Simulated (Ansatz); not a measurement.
Input and output for bcc Ga (210), 5 layers: DFT, PBEsol, all-electron LAPW, scalar-relativistic (Ansatz 0.2.0). This run: Ge in place of Ga in the middle layer.

The slab is cut from a bulk crystal relaxed on PAW files (its atoms may have been relaxed since), whose type needn't be the stable one.

Command: `ansatz run input.yaml --threads 2 --pin off --max-ram 4096MiB --backend cpu --events-out ev --progress --plain --runs-dir out` It took 4.1 min on 2 threads of Arm Neoverse V1, on a shared host, peak memory 1.2 GiB.

```yaml
crystal:
  lattice:
    - [7.3787257393, 0.0, 0.0]
    - [0.0, 3.2998664681, 0.0]
    - [0.0, 0.0, 18.9515]
  atoms:
    - { symbol: Ga, position: [0.049532343, 0.0, 0.4194340017] }
    - { symbol: Ga, position: [0.7828816017, 0.5, 0.4773582995] }
    - { symbol: Ge, position: [0.5000000057, 0.0, 0.5000000029] }
    - { symbol: Ga, position: [0.2171183952, 0.5, 0.5226416952] }
    - { symbol: Ga, position: [0.9504676543, 0.0, 0.5805660007] }
kpoints:
  mp_grid: { grid: [6, 12, 1] }
scf:
  occupations: { method: fermi_dirac, width: 0.1 }
hamiltonian:
  xc: pbesol
  pseudopotentials: { kind: all_electron, lapw: { basis_error: 0.001 } }
output:
  forces: true
  stress: true
  eigenvalues: true
efield:
  axis: 3
  amplitude: 0
  dipole_correction: true
```

Output:

```
LAPW: plane waves up to 8.119 Å⁻¹, error target 1.0e-3 eV per atom; small_component_spin mean_spin; Ga in spheres of 1.354 Å, 21 of its electrons in bands, Dirac shells []; Ge in spheres of 1.341 Å, 22 of its electrons in bands, Dirac shells [] (how accurate: hamiltonian.pseudopotentials.lapw.basis_error, Limitations)
Engine: ansatz 0.2.0
Pseudopotentials: kind: all_electron
Pseudopotential: Ga, LAPW, valence charge 21, lapw/all_electron/scalar/gaussian/Ga, Koelling and Harmon's equation, gaussian nucleus
Pseudopotential: Ge, LAPW, valence charge 22, lapw/all_electron/scalar/gaussian/Ge, Koelling and Harmon's equation, gaussian nucleus
Functional definition: PBEsol
  exchange = pbesol_x
  correlation = pbesol_c
Crystal: 5 atoms, lattice volume = 461.446 Å³
Basis set: ecut = 251.1418498728626 eV, 4231 PW (Γ), exchange–correlation at level 2
Bands: 64, of which v1, the nominal top of the filled ones, is band 53 counted from 1 (52 counted from 0)
Symmetry: 2 space group operations
k-points: 28 of 72 (time reversal used)
Non-local potential: Ga, projectors of the file, none
Non-local potential: Ge, projectors of the file, none
Initial density: superposition of atomic densities (neutral atoms: chi_scale 0, normalization atom)
Initial wavefunctions: plane waves of lowest kinetic energy (no species holds an atomic orbital)
Functional: x = pbesol(κ = 0.804, μ = 0.12345679012345678), c = pbesol(β = 0.046)
iter 1 solved again at ethr=1.10e-3 eV; its pass at ethr=1.00e-1 eV (dr2=1.17e0 eV) is discarded
SCF iter   1: F=—  HF=-268512.787156 eV  |F-HF|=—  |Δ(HF+E_count)|=         —  Δρ=7.64e-3  dr2=1.18e0  ethr=1.10e-3  p=-0.000 e·Å  D=-5.32e-13 V/Å  ΔV_dip=0.00 eV  dr2_dipole=2.54e-16  V_vac-E_F(+/−)=5.63/5.63 eV  ⟨swp⟩=3.4  Hψ=11587  notcnv=0
efield: sawtooth ramp at fractional position 0.9500 (placed from the atoms, in the widest stretch of the axis that holds none; the zero of the levels goes with the place), width 0.1000; the density the first Hamiltonian is built on has a dipole p = -0.000 e·Å; the dipole correction subtracts the counter field D = -5.02e-13 V/Å, which shifts the + side's vacuum level by +0.00 eV against the − side's; the planar-averaged density in the ramp window peaks in size at 2.4e-6 e/Å³
preconditioner: auto → LDOS  [metal: Δε(μ)=0.123 eV  Ē_g=17.141 eV  σ=0.100 eV  W_gap=0.29  n_scr=70 (ndim 8)  ℏωp=14.0 eV  f_vac=0.707  D(μ)=2.31/eV (n_scr^D=10)  β→1.0]
SCF iter   2: F=—  HF=-268512.561654 eV  |F-HF|=—  |Δ(HF+E_count)|=   2.26e-1  Δρ=4.51e-3  dr2=1.64e-1  ethr=1.10e-3  p=-0.000 e·Å  D=-1.58e-6 V/Å  ΔV_dip=0.00 eV  dr2_dipole=1.59e-10  V_vac-E_F(+/−)=4.53/4.53 eV  ⟨swp⟩=3.2  Hψ=5852  notcnv=0
iter 3 solved again at ethr=1.20e-5 eV; its pass at ethr=1.55e-4 eV (dr2=1.27e-2 eV) is discarded
SCF iter   3: F=—  HF=-268512.444770 eV  |F-HF|=—  |Δ(HF+E_count)|=   1.17e-1  Δρ=9.89e-4  dr2=1.27e-2  ethr=1.20e-5  p=-0.000 e·Å  D=-6.58e-7 V/Å  ΔV_dip=0.00 eV  dr2_dipole=5.44e-12  V_vac-E_F(+/−)=4.60/4.60 eV  ⟨swp⟩=2.0  Hψ=9257  notcnv=0
SCF iter   4: F=—  HF=-268512.396747 eV  |F-HF|=—  |Δ(HF+E_count)|=   4.80e-2  Δρ=5.43e-4  dr2=6.77e-3  ethr=1.20e-5  p=-0.000 e·Å  D=-4.06e-7 V/Å  ΔV_dip=0.00 eV  dr2_dipole=2.16e-12  V_vac-E_F(+/−)=4.54/4.54 eV  ⟨swp⟩=3.0  Hψ=5209  notcnv=0
SCF iter   5: F=—  HF=-268512.395656 eV  |F-HF|=—  |Δ(HF+E_count)|=         —  Δρ=1.94e-4  dr2=2.88e-4  ethr=6.39e-6  p=-0.000 e·Å  D=-1.65e-7 V/Å  ΔV_dip=0.00 eV  dr2_dipole=4.18e-13  V_vac-E_F(+/−)=4.47/4.47 eV  ⟨swp⟩=3.0  Hψ=5295  notcnv=0
the basis was enlarged: its passes take 145.9 KiB over the memory plan, 2 of 2 planned eigensolver slots
SCF iter   6: F=—  HF=-268512.395763 eV  |F-HF|=—  |Δ(HF+E_count)|=   1.06e-4  Δρ=4.71e-5  dr2=1.52e-5  ethr=2.72e-7  p=-0.000 e·Å  D=-1.53e-8 V/Å  ΔV_dip=0.00 eV  dr2_dipole=9.00e-17  V_vac-E_F(+/−)=4.45/4.45 eV  ⟨swp⟩=3.0  Hψ=5324  notcnv=0
SCF iter   7: F=—  HF=-268512.395754 eV  |F-HF|=—  |Δ(HF+E_count)|=   8.46e-6  Δρ=1.94e-5  dr2=2.47e-6  ethr=1.43e-8  p=0.000 e·Å  D=3.78e-9 V/Å  ΔV_dip=-0.00 eV  dr2_dipole=3.35e-15  V_vac-E_F(+/−)=4.45/4.45 eV  ⟨swp⟩=3.0  Hψ=5279  notcnv=0
SCF iter   8: F=—  HF=-268512.395756 eV  |F-HF|=—  |Δ(HF+E_count)|=   2.34e-6  Δρ=5.91e-6  dr2=2.55e-7  ethr=2.33e-9  p=-0.000 e·Å  D=-1.54e-9 V/Å  ΔV_dip=0.00 eV  dr2_dipole=2.08e-17  V_vac-E_F(+/−)=4.45/4.45 eV  ⟨swp⟩=3.0  Hψ=5308  notcnv=0
SCF iter   9: F=-268512.395757 eV  HF=-268512.395757 eV  |F-HF|=3.81e-8  |Δ(HF+E_count)|=   3.61e-7  Δρ=1.63e-6  dr2=1.65e-8  ethr=2.41e-10  p=-0.000 e·Å  D=-1.19e-9 V/Å  ΔV_dip=0.00 eV  dr2_dipole=3.82e-17  V_vac-E_F(+/−)=4.45/4.45 eV  ⟨swp⟩=3.0  Hψ=5337  notcnv=0
SCF 1 converged in 9 iterations: F = -268512.395757 eV  dr2 = 1.65e-8
SCF converged after 9 iterations
Free energy (F): -268512.395757 eV
Harris-Foulkes:  -268512.395757 eV  (|F-HF|=3.81e-8)
Internal energy: -268512.314810 eV  (E = F + TS)
E sigma→0 (E₀):  -268512.355284 eV
Entropy (-TS):   -0.080946 eV (-16.189 meV/atom)
Fermi energy:    -1.116127 eV
Dipole field:    D = -0.000000 V/Å  (p = -0.000000 e·Å, saw-weighted, corrected)
Work function:   Φ+ = 4.4462 eV   Φ− = 4.4462 eV
Levels:          The Fermi level and band energies are counted from a zero that moves with the ramp; work functions are not
--- Per-component energies (eV) ---
  E_band       = -5414.911294
  E_kinetic    = 273832.218911
  E_xc         = -10196.711169
  E_efield     = 0.000000  (sawtooth field / dipole correction)
  E_electrostatic = -532147.822552  (all electrons and nuclei)
  E_smearing   = -0.080946  (= −TS)
  E_closure    = 0.000000  (closes the sum)
  E_atoms      = -268496.743528  (free atoms, spherical and without spin; not in F)
  Σ components = -268512.395757   (vs F -268512.395757, Δ=0.00e0)
  Basis errors (estimates in eV, not in F): energy 4.3e-4 per atom: plane waves 4.0e-4 (2.4e-4 summed), levels above the bands 3.3e-26, relativity 3.4e-9, radial functions 3.1e-5, core shells 4.3e-10; eigenvalues (radial functions only) 1.2e-6; not estimated: angular momenta, meshes, grids; target (lapw.basis_error) 1.0e-3; muffin-tin radii Ga 1.354 Å, Ge 1.341 Å
--- Forces (eV/Å), atoms counted from 1 ---
  atom   1  Ga     0.03717785     0.00000000     0.03318164
  atom   2  Ga    -0.16332138     0.00000000     0.03559302
  atom   3  Ge    -0.00000020     0.00000000     0.00000008
  atom   4  Ga     0.16332159     0.00000000    -0.03559290
  atom   5  Ga    -0.03717783     0.00000000    -0.03318179
  max |Σ_I F_I| component: 4.97e-8 eV/Å
--- Stress (GPa, compression-positive) ---
       -1.022690       0.000000       0.009208
        0.000000      -1.740816       0.000000
        0.009208       0.000000      -0.045016
  P = ⅓ Tr σ = -0.9362 GPa (-9.362 kbar)
--- Band table (eV; the first three rows and the last of 28) ---
  k-point 0: bands = ["-164.4599", "-144.3701", "-144.3701", "-144.3390", "-144.3390", "-111.8037", "-111.7655", "-111.7364", "-95.2893", "-95.2893", "-95.2710", "-95.2710", "-95.2559", "-95.2548", "-95.2534", "-95.2528", "-95.2364", "-95.2364", "-95.2319", "-95.2319", "-25.7487", "-25.7232", "-25.7108", "-25.6970", "-25.6957", "-15.9502", "-15.9318", "-15.9263", "-15.9168", "-15.9015", "-15.8975", "-15.8842", "-15.8766", "-15.8553", "-15.7883", "-15.7633", "-15.7630", "-15.7541", "-15.7387", "-15.7248", "-15.7083", "-15.6924", "-15.6710", "-15.6699", "-15.6471", "-11.4456", "-9.2215", "-8.0579", "-7.0436", "-3.1621", "-2.3078", "-2.2498", "-0.9641", "0.2403", "0.9483", "1.4116", "2.6423", "2.9298", "3.4381", "3.6306", "3.8934", "4.2090", "4.4380", "4.9314"]
  k-point 1: bands = ["-164.4599", "-144.3701", "-144.3701", "-144.3390", "-144.3390", "-111.8037", "-111.7655", "-111.7364", "-95.2893", "-95.2893", "-95.2711", "-95.2710", "-95.2559", "-95.2548", "-95.2534", "-95.2528", "-95.2364", "-95.2364", "-95.2319", "-95.2319", "-25.7472", "-25.7240", "-25.7107", "-25.6980", "-25.6946", "-15.9463", "-15.9310", "-15.9241", "-15.9130", "-15.9057", "-15.9006", "-15.8845", "-15.8703", "-15.8541", "-15.7904", "-15.7648", "-15.7599", "-15.7558", "-15.7369", "-15.7245", "-15.7059", "-15.6903", "-15.6777", "-15.6711", "-15.6506", "-11.3524", "-9.1244", "-7.9614", "-6.9511", "-3.1054", "-2.2174", "-2.1485", "-0.8725", "-0.2301", "1.0315", "1.1252", "2.6528", "2.6591", "3.0653", "3.3857", "3.5386", "3.9186", "4.3278", "4.4612"]
  k-point 2: bands = ["-164.4599", "-144.3701", "-144.3701", "-144.3390", "-144.3390", "-111.8037", "-111.7655", "-111.7364", "-95.2893", "-95.2893", "-95.2711", "-95.2711", "-95.2557", "-95.2547", "-95.2534", "-95.2529", "-95.2364", "-95.2364", "-95.2319", "-95.2319", "-25.7432", "-25.7261", "-25.7104", "-25.7007", "-25.6914", "-15.9490", "-15.9252", "-15.9195", "-15.9133", "-15.9092", "-15.8962", "-15.8866", "-15.8545", "-15.8476", "-15.7992", "-15.7660", "-15.7566", "-15.7541", "-15.7320", "-15.7241", "-15.7009", "-15.6965", "-15.6857", "-15.6716", "-15.6586", "-11.0731", "-8.8364", "-7.6717", "-6.6743", "-3.0484", "-1.9509", "-1.8501", "-1.4532", "-0.6154", "0.6918", "1.2388", "1.4099", "1.6128", "2.6708", "3.2974", "3.3299", "3.8074", "4.1193", "4.5911"]
  k-point 27: bands = ["-164.4599", "-144.3701", "-144.3701", "-144.3390", "-144.3390", "-111.8037", "-111.7656", "-111.7364", "-95.2893", "-95.2893", "-95.2715", "-95.2714", "-95.2548", "-95.2545", "-95.2538", "-95.2536", "-95.2365", "-95.2364", "-95.2322", "-95.2321", "-25.7348", "-25.7314", "-25.7117", "-25.7092", "-25.6741", "-15.9665", "-15.9401", "-15.9302", "-15.9245", "-15.9222", "-15.9095", "-15.8946", "-15.8497", "-15.7784", "-15.7781", "-15.7518", "-15.7399", "-15.7345", "-15.7178", "-15.7160", "-15.7040", "-15.6943", "-15.6902", "-15.6859", "-15.6700", "-8.4250", "-7.1590", "-6.8883", "-6.4783", "-4.3374", "-2.7106", "-2.1031", "-1.6961", "-1.2866", "-1.1393", "-0.5955", "0.3403", "0.8202", "2.4753", "2.5478", "3.5278", "4.0211", "4.4464", "5.8068"]
```

The cell is 1×1, so reconstructions are forbidden, and in slabs of four or five layers the relaxations can be far larger than at a real surface.
